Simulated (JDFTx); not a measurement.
TiB2(0001) slab cut from bulk TiB2 (space group P6/mmm, indices of the conventional cell, lattice of the Materials Project entry mp-1145, not re-optimised): 8 atoms in 5 planes, a 1x1 cell of 7.93 Å² (|a| = 3.026, |b| = 3.026 Å), 6.3 Å between the outermost planes, B outermost, slab composition Ti2B6, cell height 22.5 Å, 8×8×1 k mesh, Fermi smearing 0.01 Ha, no spin polarisation. Whether this polymorph is the ambient one wasn't checked. Neither spin polarisation nor a larger cell was tried.

Method: PBE, GBRV ultrasoft potentials, plane waves to 20/100 Ha, in JDFTx (a modified build). Liquid: CANDLE, water, 1 M KCl. The neutral cell holds 42 valence electrons and has two faces of 7.930 Å² each. Last filling lines of the neutral and of a charged run (μ in hartree, zero in the bulk liquid):

```
FillingsUpdate:  mu: -0.209740172  nElectrons: 42.000000
FillingsUpdate:  mu: -0.227478000  nElectrons: 41.947312
```

Worked example: both potentials, by the convention U = −μ/e − 4.44 V vs SHE, the surface charge density and the mean capacitance.

U_pzc = 0.20974 × 27.2114 − 4.44 = 1.27 V; U = 0.22748 × 27.2114 − 4.44 = 1.75 V. The cell has -0.0527 excess electrons, a net charge of 0.0527 e, shared by two faces: σ = 0.0527 e / (2 × 7.930 Å²) = 0.00332 e/Å² = 5.3 μC/cm² (1 e/Å² = 1602.18 μC/cm²). C = σ/(U − U_pzc) = 5.3/0.48 ≈ 11 μF/cm².
